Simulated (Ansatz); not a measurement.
A 6-atom cell of BaCaF4 built on the fluorite structure (relaxed group P4/mmm), relaxed with r2SCAN. Space group P4/mmm (No. 123), tetragonal; a = 4.071 Å, c = 5.965 Å in the conventional setting, 16.47 Å³ an atom. Around Ca lie 8 F at 2.43 Å; around F lie 2 Ca at 2.43 Å and 2 Ba at 2.62 Å; around Ba lie 8 F at 2.62 Å.

```
Ca F Ba
1.0
     4.07066    0.00000    0.00000
     0.00000    4.07066    0.00000
     0.00000    0.00000    5.96470
Ca F Ba
1 4 1
Direct
  0.00000 0.00000 0.00000
  0.00000 0.50000 0.77728
  0.00000 0.50000 0.22272
  0.50000 0.00000 0.22272
  0.50000 0.00000 0.77728
  0.50000 0.50000 0.50000
```

The questions ask for values computed with the plane-wave code Ansatz on this geometry. (Calculated; non-magnetic; the phase may be known or hypothetical.)

Question: Is there a gap with r2SCAN, and of what kind?

Answer: The r2SCAN gap is indirect, 6.78 eV (A–Z (0.35 of the way from A) to Γ), below the direct gap of 7.06 eV at Γ.

Question: How does the gap change from r2SCAN to PBE (6×6×4)?

Answer: With PBE the valence top lies at A–Z (0.33 of the way from A) and the conduction bottom at Γ, 6.28 eV higher; the smallest vertical gap, at Γ, is 6.55 eV. The gap differs by -0.50 eV from r2SCAN's.

Question: What does PBE+SOC give for the gap (6×6×4 mesh)?

Answer: The PBE+SOC gap is indirect, 6.27 eV (A–Z (0.35 of the way from A) to Γ), below the direct gap of 6.52 eV at Γ. Spin-orbit coupling itself accounts for -0.02 eV. The gap differs by -0.51 eV from r2SCAN's.

Question: Estimate the gap with HSE06 on 4×4×4.

Answer: HSE06 gives an indirect gap of 8.20 eV, from A–Z (0.35 of the way from A) to Γ; the least direct gap is 8.49 eV at Γ. The gap differs by +1.42 eV from r2SCAN's.

Question: Estimate the gap with PBE0 on 4×4×4.

Answer: With PBE0 the valence top lies at A–Z (0.35 of the way from A) and the conduction bottom at Γ, 8.98 eV higher; the smallest vertical gap, at Γ, is 9.26 eV. The gap differs by +2.20 eV from r2SCAN's.

Question: Relaxed again with PBEsol, is the cell stable at the zone centre, and where do its optical modes lie?

Answer: The zone-centre optical frequencies run from 127 to 362 cm⁻¹, none imaginary (the rest of the zone wasn't tested). With the long-range field the highest mode reaches 402 cm⁻¹.

Question: Going by these computed values, what does each step up buy?

Answer: r2SCAN covers 26 % of the step from PBE to HSE06, while HSE06 needs about 11 times r2SCAN's cost (on a coarser mesh). For gaps to 0.1 eV, spin-orbit coupling (up to 0.03 eV here) can be left out. All these functionals give a gap of the same kind, indirect.

Only the levels marked +SOC include spin-orbit coupling.

Where an edge lies off the special points, it is a point of the mesh or the k point where a search put PBE's edge or least direct gap, reused for the other functionals, whose own edges may lie a little apart.

The meshes of the hybrids are coarse, so their gaps aren't converged to the digits shown.
